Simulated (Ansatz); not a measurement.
TePb:
```
CELL_PARAMETERS angstrom
      0.00000     3.28448     3.28448
      3.28448     0.00000     3.28448
      3.28448     3.28448     0.00000
ATOMIC_POSITIONS crystal
  Te 0.00000 0.00000 0.00000
  Pb 0.50000 0.50000 0.50000
```

Relaxed with PBE. Special points in fractions of this cell's reciprocal vectors: Γ (0.000, 0.000, 0.000); X (0.500, 0.000, 0.500); U (0.625, 0.250, 0.625); K (0.375, 0.375, 0.750); L (0.500, 0.500, 0.500); W (0.500, 0.250, 0.750).

Task: List the band energies nearest the valence-band maximum at these points for PBE with spin–orbit coupling (plane waves, PAW; program Ansatz).

Result: In eV from the valence-band maximum; about four levels below and three above (degenerate sets whole), none deeper than 8.9 eV; points with the same levels are listed once.

| k | below | above |
|---|---|---|
| Γ | -0.94 -0.94 -0.94 -0.94 | 2.46 2.46 4.57 4.57 4.57 4.57 |
| X | -3.02 -3.02 -2.32 -2.32 | 3.45 3.45 4.25 4.25 |
| U | -2.45 -2.45 -1.78 -1.78 | 2.88 2.88 3.96 3.96 |
| L | -0.61 -0.61 0.00 0.00 | 0.01 0.01 1.32 1.32 |
| W | -3.58 -3.58 -0.40 -0.40 | 1.46 1.46 5.08 5.08 |

Space group Fm-3m (rock salt). The cell was relaxed with PBE under the symmetry of its start.

Potentials: the earlier of the program's two PAW sets.
